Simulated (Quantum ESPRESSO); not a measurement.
TaZr3Ga3Sc, input and log of a self-consistent run

Simulated, not a measurement. The program is pw.x of Quantum ESPRESSO 7.5 (plane-wave density functional theory). The cell is made up: eight metal atoms on a hexagonal close-packed lattice, with elements, volume, strain and displacements drawn at random and not relaxed, so it may be unstable or far from any real phase. PseudoDojo standard norm-conserving files set the functional (PBE unless stated); there is no spin polarisation or spin-orbit coupling, the Fermi-Dirac width of 0.25 eV means electrons at about 2900 K, and the masses in the input are unused placeholders. Heavy elements are run without spin-orbit coupling, which real alloys of them have. A spin test at this wide smearing found no moment, but such smearing suppresses magnetism that the real alloy may have.

Input:

```
&control calculation='scf', pseudo_dir='./dojo.nc.sr.pbe.v0_5.standard.upf', outdir='./o', disk_io='minimal', tprnfor=.true., tstress=.true. /
&system ibrav=0, nat=8, ntyp=4, nbnd=64, ecutwfc=79.96652505, nosym=.true., tot_charge=0,
 occupations='smearing', smearing='fd', degauss=0.0183746611
/
&electrons conv_thr=1.470e-08, electron_maxstep=70, mixing_beta=0.5 /
ATOMIC_SPECIES
Ga 1.0 Ga.upf
Sc 1.0 Sc.upf
Ta 1.0 Ta.upf
Zr 1.0 Zr.upf
CELL_PARAMETERS angstrom
4.6117 -2.6161 0.0299
-3.0756 0.0554 -4.9382
3.0099 5.1203 -0.0181
ATOMIC_POSITIONS angstrom
Ta 0.0792 -0.0101 0.026
Zr 1.3543 2.6763 0.0805
Ga 0.0684 1.7916 -2.5944
Ga 1.4473 4.3667 -2.5202
Ga 3.0899 0.0023 -0.1731
Zr 4.5714 2.6086 0.094
Sc 1.6058 -1.0224 -2.4678
Zr 3.1551 1.7082 -2.5608
K_POINTS automatic
5 5 4 1 1 1
```

The log is shortened where brackets say so; the opening notice, blank lines, dates and the lines on written files are dropped, and the path of the files is cut. It prints rydbergs, bohrs and kilobars, and counts compression as positive stress. Its total energy is the free energy E - TS of the whole cell.

```
     Program PWSCF v.7.5
     Parallel version (MPI & OpenMP), running on       4 processor cores
     Number of MPI processes:                 4
     Threads/MPI process:                     1
     [start-up lines left out]
     bravais-lattice index     =            0
     lattice parameter (alat)  =      10.0196  a.u.
     unit-cell volume          =    1047.0491 (a.u.)^3
     number of atoms/cell      =            8
     number of atomic types    =            4
     number of electrons       =        99.00
     number of Kohn-Sham states=           64
     kinetic-energy cutoff     =      79.9665  Ry
     charge density cutoff     =     319.8661  Ry
     scf convergence threshold =      1.5E-08
     mixing beta               =       0.5000
     number of iterations used =            8  plain     mixing
     Exchange-correlation= PBE
                           (   1   4   3   4   0   0   0)
     [axes and pseudopotential details left out]
   Cartesian axes
     site n.     atom                  positions (alat units)
         1        Ta     tau(   1) = (   0.0149374  -0.0019049   0.0049037  )
         2        Zr     tau(   2) = (   0.2554253   0.5047588   0.0151826  )
         3        Ga     tau(   3) = (   0.0129005   0.3379015  -0.4893122  )
         4        Ga     tau(   4) = (   0.2729654   0.8235737  -0.4753178  )
         5        Ga     tau(   5) = (   0.5827651   0.0004338  -0.0326472  )
         6        Zr     tau(   6) = (   0.8621808   0.4919904   0.0177287  )
         7        Sc     tau(   7) = (   0.3028591  -0.1928279  -0.4654350  )
         8        Zr     tau(   8) = (   0.5950620   0.3221720  -0.4829751  )
     number of k points=    50  Fermi-Dirac smearing, width (Ry)=  0.0184
                       cart. coord. in units 2pi/alat
        k(    1) = (   0.1419410   0.0453107  -0.1952649), wk =   0.0400000
        k(    2) = (   0.2522950   0.2390836  -0.2618215), wk =   0.0400000
     [further k points left out]
     Dense  grid:   101169 G-vectors     FFT dimensions: (  60,  64,  64)
     Estimated max dynamical RAM per process >     335.63 MB
     Estimated total dynamical RAM >       1.24 GB
     Initial potential from superposition of free atoms
     starting charge      98.9813, renormalised to      99.0000
     Starting wfcs are   77 randomized atomic wfcs
     total cpu time spent up to now is        9.2 secs
     per-process dynamical memory:   254.5 Mb
     Self-consistent Calculation
     iteration #  1     ecut=    79.97 Ry     beta= 0.50
     Davidson diagonalization with overlap
     ethr =  1.00E-02,  avg # of iterations =  2.0
     Threshold (ethr) on eigenvalues was too large:
     Diagonalizing with lowered threshold
     Davidson diagonalization with overlap
     ethr =  5.14E-04,  avg # of iterations =  2.8
     total cpu time spent up to now is       44.3 secs
     total energy              =    -989.48219055 Ry
     estimated scf accuracy    <       0.53349836 Ry
     iteration #  2     ecut=    79.97 Ry     beta= 0.50
     Davidson diagonalization with overlap
     ethr =  5.39E-04,  avg # of iterations =  6.0
     total cpu time spent up to now is       69.9 secs
     total energy              =    -989.45428813 Ry
     estimated scf accuracy    <       1.53019706 Ry
     iteration #  3     ecut=    79.97 Ry     beta= 0.50
     Davidson diagonalization with overlap
     ethr =  5.39E-04,  avg # of iterations =  3.3
     total cpu time spent up to now is       88.2 secs
     total energy              =    -989.65010490 Ry
     estimated scf accuracy    <       0.32648704 Ry
     iteration #  4     ecut=    79.97 Ry     beta= 0.50
     Davidson diagonalization with overlap
     ethr =  3.30E-04,  avg # of iterations =  2.0
     total cpu time spent up to now is      104.7 secs
     total energy              =    -989.68933751 Ry
     estimated scf accuracy    <       0.01965935 Ry
     iteration #  5     ecut=    79.97 Ry     beta= 0.50
     Davidson diagonalization with overlap
     ethr =  1.99E-05,  avg # of iterations =  8.5
     total cpu time spent up to now is      126.2 secs
     total energy              =    -989.69183750 Ry
     estimated scf accuracy    <       0.02200876 Ry
     [iterations 6 to 9 left out]
     iteration # 10     ecut=    79.97 Ry     beta= 0.50
     Davidson diagonalization with overlap
     ethr =  5.15E-08,  avg # of iterations =  2.0
     total cpu time spent up to now is      217.9 secs
     total energy              =    -989.69503872 Ry
     estimated scf accuracy    <       0.00001992 Ry
     iteration # 11     ecut=    79.97 Ry     beta= 0.50
     Davidson diagonalization with overlap
     ethr =  2.01E-08,  avg # of iterations =  2.0
     total cpu time spent up to now is      235.2 secs
     total energy              =    -989.69504117 Ry
     estimated scf accuracy    <       0.00000055 Ry
     iteration # 12     ecut=    79.97 Ry     beta= 0.50
     Davidson diagonalization with overlap
     ethr =  5.57E-10,  avg # of iterations =  6.1
     total cpu time spent up to now is      260.7 secs
     total energy              =    -989.69504141 Ry
     estimated scf accuracy    <       0.00000026 Ry
     iteration # 13     ecut=    79.97 Ry     beta= 0.50
     Davidson diagonalization with overlap
     ethr =  2.60E-10,  avg # of iterations =  2.0
     total cpu time spent up to now is      281.1 secs
     total energy              =    -989.69504144 Ry
     estimated scf accuracy    <       0.00000002 Ry
     iteration # 14     ecut=    79.97 Ry     beta= 0.50
     Davidson diagonalization with overlap
     ethr =  1.88E-11,  avg # of iterations =  5.1
     total cpu time spent up to now is      302.8 secs
     End of self-consistent calculation
     [lines on levels left out]
!    total energy              =    -989.69504144 Ry
     estimated scf accuracy    <       0.00000001 Ry
     smearing contrib. (-TS)   =      -0.10007526 Ry
     internal energy E=F+TS    =    -989.59496618 Ry
     The total energy is F=E-TS. E is the sum of the following terms:
     one-electron contribution =    -256.73576768 Ry
     hartree contribution      =     194.14443875 Ry
     xc contribution           =    -231.88835122 Ry
     ewald contribution        =    -695.11528602 Ry
     convergence has been achieved in  14 iterations
     Forces acting on atoms (cartesian axes, Ry/au):
     atom    1 type  3   force =    -0.00174896    0.01613390   -0.05362020
     atom    2 type  4   force =     0.02873449   -0.04308686   -0.07482010
     atom    3 type  1   force =    -0.00827184   -0.02320072    0.01908384
     atom    4 type  1   force =     0.02133753   -0.00612691    0.01787239
     atom    5 type  1   force =    -0.00691026   -0.00550683    0.01848242
     atom    6 type  4   force =    -0.00710537    0.01353265    0.01080383
     atom    7 type  2   force =    -0.02450995    0.05619609    0.00517141
     atom    8 type  4   force =    -0.00152564   -0.00794132    0.05702641
     Total force =     0.145171     Total SCF correction =     0.000368
     Computing stress (Cartesian axis) and pressure
          total   stress  (Ry/bohr**3)                   (kbar)     P=       37.51
  -0.00002432   0.00019909  -0.00007918           -3.58       29.29      -11.65
   0.00019909   0.00046450   0.00002794           29.29       68.33        4.11
  -0.00007918   0.00002794   0.00032484          -11.65        4.11       47.79
     init_run     :      8.61s CPU      9.01s WALL (       1 calls)
     electrons    :    292.20s CPU    293.57s WALL (       1 calls)
     forces       :      2.95s CPU      2.98s WALL (       1 calls)
     stress       :     10.30s CPU     10.34s WALL (       1 calls)
     [timing details left out]
     PWSCF        :   5m14.36s CPU   5m16.23s WALL
     JOB DONE.
```

In other units: free energy -13465.487 eV for the cell, pressure 3.75 GPa, largest force component 1.924 eV/Å in size. The run took 318 s of wall time with four MPI processes on a shared machine (Intel Xeon, 2023 or later, virtual cores), so the time is rough. A rerun of this cell at a higher cutoff and on a denser mesh moved values by no more than 0.002 eV in energy, 0.05 GPa in stress and 0.010 eV/Å in force, and a second program with other atomic files agreed on that cell to 2 % rms in force and 0.5 GPa in pressure.